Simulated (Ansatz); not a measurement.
LiF:
```xyz
4
Lattice="3.2802 0.0000 0.0000 -1.6401 2.8407 0.0000 0.0000 0.0000 3.9972" Properties=species:S:1:pos:R:3 pbc="T T T"
Li     0.0000     1.8938     2.9979
F      1.6401     0.9469     2.9979
F      0.0000     1.8938     0.9993
Li     1.6401     0.9469     0.9993
```

Relaxed with r²SCAN. DFT-r²SCAN in the program Ansatz with PAW potentials gives a gap of 8.54 eV.

**Question.** What gap does HSE06 give on the same cell (Ansatz, PAW)?

**Answer.** 9.99 eV, 1.45 eV more. The hybrid was solved on a coarser mesh and at special points; its gap is the smallest among all of these.

```
k  v1 r²SCAN  c1 r²SCAN  v1 HSE06  c1 HSE06
-  ---------  ---------  --------  --------
Γ       0.00       8.54      0.00      9.99
A      -0.88      11.13       [?]       [?]
K      -0.78      11.83       [?]       [?]
H      -0.13      13.04       [?]       [?]
M      -0.48      11.21     -0.50     12.69
L      -0.40      11.85       [?]       [?]
```

**Question.** Top valence (v1) and lowest conduction level (c1) in eV from each method's valence maximum (which need not be a listed point): supply the withheld HSE06 values.

**Answer.** 
- K, v1 HSE06: -0.81
- K, c1 HSE06: 13.34
- A, v1 HSE06: -0.91
- A, c1 HSE06: 12.59
- H, v1 HSE06: -0.13
- H, c1 HSE06: 14.52
- L, v1 HSE06: -0.41
- L, c1 HSE06: 13.26

Cost on shared cores: the r²SCAN run (SCF on a 10×10×7 mesh, then bands and DOS) about 16 core-seconds (a rough figure), the HSE06 run (SCF on 7×7×5, then a few points) very roughly 80 core-seconds; the tasks are unlike.

Space group P6_3/mmc. The start of the workflow was typed in or built on a structure type; neither database checked (COD, Materials Project) lists it. It is not the phase usual at ambient conditions (space group No. 225). The cell was relaxed with r²SCAN under the symmetry of its start; whether a distortion lowers the energy is not shown.

Potentials: the earlier of the program's two PAW sets.
